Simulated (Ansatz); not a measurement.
AlAs:
```cif
data_AlAs
_chemical_formula_sum 'As1 Al1'
_space_group_name_H-M_alt 'P 1'
_space_group_IT_number 1
_cell_length_a 4.01250
_cell_length_b 4.01250
_cell_length_c 4.01250
_cell_angle_alpha 60.000
_cell_angle_beta 60.000
_cell_angle_gamma 60.000
loop_
_space_group_symop_operation_xyz
  'x, y, z'
loop_
_atom_site_label
_atom_site_type_symbol
_atom_site_fract_x
_atom_site_fract_y
_atom_site_fract_z
_atom_site_occupancy
As1 As 0.75000 0.75000 0.75000 1
Al1 Al 0.00000 0.00000 0.00000 1
```

Relaxed with PBEsol.

**Question.** Tabulate the valence density and the electron localisation function along the shortest As–Al contact (2.46 Å), PBEsol in the plane-wave PAW code Ansatz.

**Answer.** 

```tsv
distance from As (Å)	density (e/Å³)	ELF
0.25	21.96	0.15
0.37	12.96	0.20
0.49	6.44	0.35
0.61	2.92	0.53
0.74	1.41	0.66
0.86	0.86	0.74
0.98	0.66	0.80
1.11	0.55	0.86
1.23	0.47	0.90
1.35	0.42	0.92
1.47	0.37	0.92
1.60	0.32	0.89
1.72	0.25	0.77
1.84	0.18	0.38
1.97	0.11	0.07
2.09	0.08	0.02
2.21	0.07	0.06
```

The density is the valence pseudo-density with augmentation charge, so density and ELF within about 1 Å of a nucleus are not all-electron values.

Space group F-43m (zinc blende). The PBEsol relaxation kept the symmetry of its start.

Potentials: the later of the program's two PAW sets.
